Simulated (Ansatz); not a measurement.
Sn$_{2}$PdAu (P-3m1) as a metal

```xyz
4
Lattice="4.1241 0.0000 0.0000 -2.0620 3.5715 0.0000 0.0000 0.0000 5.5336" Properties=species:S:1:pos:R:3 pbc="T T T"
Sn    0.0000    2.3810    1.3001
Sn    2.0620    1.1905    4.2335
Pd    0.0000    0.0000    0.0000
Au    0.0000    0.0000    2.7668
```

The conventional cell has a = 4.124 Å, b = 4.124 Å, c = 5.534 Å, α = 90.00°, β = 90.00°, γ = 120.00°. Around Sn (atom 1) lie 3 Pd at 2.71 Å and 3 Au at 2.80 Å. Pd (atom 3) is surrounded by 6 Sn at 2.71 Å and 2 Au at 2.77 Å. Around Au (atom 4) lie 2 Pd at 2.77 Å and 6 Sn at 2.80 Å.

Unless marked otherwise, the numbers come from LDA, all-electron LAPW in Ansatz 0.2.0, scalar-relativistic. k mesh 10×10×6, fine mesh 12×12×8, Fermi-Dirac smearing of 0.080 eV, basis error target 1 meV/atom. The cell was relaxed by PAW under this functional, which moved its volume by -5 % from the database entry's. The structure is one entry of a database and needn't be the stable phase.

Levels and slopes are solved on a 12×12×8 mesh, and each state is taken as quadratic over its cell.

What is the density of states at the Fermi level, and which bare Sommerfeld coefficient follows?

N(E_F) = 0.333 states/eV/atom (both spins), so γ = (π²/3) k_B² N(E_F) = 0.785 mJ/(mol-atom K²) without electron-phonon or spin-fluctuation enhancement.

What Drude plasma energy and σ/τ do the band velocities give?

(ħω_p,α)² = (e²/ε₀VN_k) Σ_nkσ (∂E/∂k_α)² δ(E − E_F) gives ħω_p = (7.47, 7.47, 6.39) eV along x, y, z, and σ/τ = ε₀ω_p² = 11.4×10²⁰ Ω⁻¹m⁻¹s⁻¹ along x. Weighted by the density of states, the mean Fermi speed is 1.05×10⁶ m/s; the surface has an area of 14 Å⁻² for each spin direction.

Which bands cross the Fermi level, and what do they carry?

| band | filled part | N (states/eV/cell) | speed (10⁶ m/s) | 5th to 95th percentile | area (Å⁻²) | filling |
| --- | --- | --- | --- | --- | --- | --- |
| 1 | 0.96 | 0.191 | 0.857 | 0.61 to 1.28 | 1.64 | nearly full |
| 2 | 0.84 | 0.325 | 1.05 | 0.66 to 1.48 | 3.42 | partly filled |
| 3 | 0.60 | 0.554 | 1.03 | 0.70 to 1.38 | 5.69 | partly filled |
| 4 | 0.10 | 0.263 | 1.25 | 0.36 to 1.63 | 3.28 | partly filled |

Map the plane k₃ = 0 of the mesh: how many bands lie under the Fermi level at each point, counted from the least on the plane?

k₁ runs to the right and k₂ upwards, each from −½ to ½ with 0 in the middle (the axes needn't be at right angles):
```
222222222222
222222222212
222122122222
222210122222
222200002222
222110001122
222220000222
222222101222
222222122122
221222222222
222222222222
222222222222
```

Tabulate the nesting function ξ(q) = Σ δ(ε_k) δ(ε_k+q) on the lines that the mesh holds, over its zone mean.

The deltas are Gaussians of 0.1 to 0.2 eV, set by mesh and band speed, and are averaged over mesh cells, which smears them further. ξ grows towards q = 0 in any metal, and zigzags from point to point can be the mesh's; no second mesh was run.

- Fine mesh: 12, 12, 8

```csv
line,part,nesting
Gamma-M,0.167,1.387
Gamma-M,0.333,1.165
Gamma-M,0.5,1.145
Gamma-M,0.667,1.153
Gamma-M,0.833,1.141
Gamma-M,1,1.179
K-Gamma,0,1.138
K-Gamma,0.25,1.053
K-Gamma,0.5,1.074
K-Gamma,0.75,1.188
Gamma-A,0.25,1.305
Gamma-A,0.5,1.186
Gamma-A,0.75,1.1
Gamma-A,1,1.155
A-L,0,1.155
A-L,0.167,1.059
A-L,0.333,1.009
A-L,0.5,0.9396
A-L,0.667,0.885
A-L,0.833,0.9071
A-L,1,0.9181
H-A,0,0.9369
H-A,0.25,0.8472
H-A,0.5,0.89
H-A,0.75,1.007
H-A,1,1.155
L-M,0,0.9181
L-M,0.25,0.9848
L-M,0.5,1.018
L-M,0.75,1.034
L-M,1,1.179
H-K,0,0.9369
H-K,0.25,0.855
H-K,0.5,0.8391
H-K,0.75,1.027
H-K,1,1.138
```

On PAW files the program sums the optical response inside the mesh cells, interband lines and its own Drude term. Where does ε₁ rise through zero (a sharp plasmon if ε₂ is small there), and how much light is reflected?

| Property | Result |
| --- | --- |
| Fine mesh | 12, 12, 8 |
| Window top | 30 eV |
| Line width | 0.2 eV |
| Drude damping | 0.1 eV |
| ε₁ rises through zero at x | 12.91 eV |
| ε₂ there x | 1.4 |
| ε₁ rises through zero at z | 1.52, 3.26, 11.33 eV |
| ε₂ there z | 18.46, 9.39, 1.43 |
| Plasma energy (x, y, z) | 7.305, 7.305, 6.32 eV |
| Reflectivity at 1 eV, x-polarised | 0.7955 |
| Reflectivity at 2 eV, x-polarised | 0.7946 |
| Reflectivity at 3 eV, x-polarised | 0.6114 |

The plasma energy here is the program's own sum at the run's smearing; it differs from the value above by up to 2 %, through mesh and smearing.

What does PAW give for the same cell?

N(E_F) = 0.333 states/eV/atom and ħω_p,x = 7.48 eV.

Limits of these numbers: no spin-orbit coupling on heavy atoms; filled d bands lie too high at this level, so their transitions start too early; these sums move with the mesh, by several per cent and more for small sheets; frozen-core PAW files fitted under PBE, their cores solved anew for the functional of the run.
